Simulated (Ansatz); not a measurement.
GaSb:
```cif
data_Ga4Sb4
_chemical_formula_sum 'Ga4 Sb4'
_space_group_name_H-M_alt 'P 1'
_space_group_IT_number 1
_cell_length_a 11.29287
_cell_length_b 3.87100
_cell_length_c 4.11735
_cell_angle_alpha 90.000
_cell_angle_beta 90.000
_cell_angle_gamma 90.000
loop_
_space_group_symop_operation_xyz
  'x, y, z'
loop_
_atom_site_label
_atom_site_type_symbol
_atom_site_fract_x
_atom_site_fract_y
_atom_site_fract_z
_atom_site_occupancy
Ga1 Ga 0.12503 0.25000 0.24985 1
Ga2 Ga 0.37497 0.75000 0.74985 1
Ga3 Ga 0.87497 0.75000 0.75015 1
Ga4 Ga 0.62503 0.25000 0.25015 1
Sb1 Sb 0.87502 0.25000 0.25014 1
Sb2 Sb 0.62498 0.75000 0.75014 1
Sb3 Sb 0.12498 0.75000 0.74986 1
Sb4 Sb 0.37502 0.25000 0.24986 1
```

Relaxed with LDA.

Question: Which orbitals make up the states near the Fermi level in plane-wave PAW LDA (Ansatz code)?

Answer: Within 0.5 eV of the Fermi level: Sb 5p 58 %, Ga 4p 26 %, Ga 4s 10 %. Projections are on Löwdin-orthogonalised atomic valence shells; empty p or d shells of many metals are not among them.

Question: Tabulate the density of states.

Answer: States/eV per cell of 8 atoms, in 0.25 eV bins, energy from the Fermi level.

```csv
E (eV),total,Sb 5p,Ga 4p,Ga 4s
-7.85,0.05,0.03,0.00,0.02
-7.60,0.49,0.24,0.01,0.22
-7.35,1.23,0.58,0.05,0.56
-7.10,1.83,0.81,0.09,0.84
-6.85,2.31,0.96,0.13,1.09
-6.60,3.40,1.32,0.17,1.65
-6.35,3.59,1.33,0.20,1.74
-6.10,3.06,1.09,0.20,1.44
-5.85,2.57,0.90,0.19,1.11
-5.60,2.33,0.82,0.22,0.91
-5.35,2.63,1.02,0.46,0.74
-5.10,1.90,0.73,0.29,0.52
-4.85,2.10,0.84,0.43,0.52
-4.60,2.59,1.07,0.64,0.58
-4.35,2.61,1.11,0.71,0.52
-4.10,2.48,1.10,0.73,0.43
-3.85,2.80,1.29,0.86,0.43
-3.60,2.85,1.37,0.92,0.36
-3.35,3.16,1.57,1.05,0.34
-3.10,3.29,1.69,1.11,0.30
-2.85,3.66,1.93,1.26,0.28
-2.60,4.21,2.27,1.45,0.29
-2.35,4.33,2.36,1.47,0.29
-2.10,4.32,2.38,1.44,0.29
-1.85,4.15,2.33,1.38,0.25
-1.60,4.02,2.25,1.30,0.27
-1.35,4.08,2.29,1.28,0.29
-1.10,4.24,2.38,1.31,0.33
-0.85,4.11,2.31,1.23,0.34
-0.60,3.98,2.27,1.15,0.33
-0.35,4.05,2.32,1.12,0.36
-0.10,4.09,2.36,1.07,0.40
0.15,4.16,2.45,1.02,0.43
0.40,4.08,2.36,1.02,0.47
0.65,3.65,2.02,0.90,0.50
0.90,2.71,1.19,0.80,0.52
1.15,2.85,1.16,0.87,0.61
1.40,3.04,1.26,0.87,0.68
1.65,3.38,1.44,0.95,0.75
1.90,2.73,1.17,0.76,0.61
2.15,2.29,0.87,0.76,0.48
2.40,2.06,0.62,0.84,0.38
2.65,2.41,0.51,1.31,0.29
2.90,2.52,0.33,1.72,0.12
3.15,3.31,0.42,2.08,0.13
3.40,4.34,0.59,2.41,0.17
3.65,4.74,0.71,2.37,0.19
3.90,4.37,0.73,1.95,0.19
4.15,4.56,0.83,1.84,0.22
4.40,4.95,0.95,1.86,0.24
4.65,4.58,0.92,1.62,0.22
```

Space group Immm. The start of the workflow was typed in or built on a structure type; the Crystallography Open Database copy checked does not list it. It is not the phase usual at ambient conditions (space group No. 216). The LDA relaxation kept the symmetry of its start; its stability against distortions is not shown here. Scalar-relativistic: spin–orbit coupling is off unless named, which matters more the heavier the elements.

Potentials: the earlier of the program's two PAW sets. The files were generated under PBE; for other functionals the program regenerates the frozen cores, and for LDA and PBEsol the local potential too.
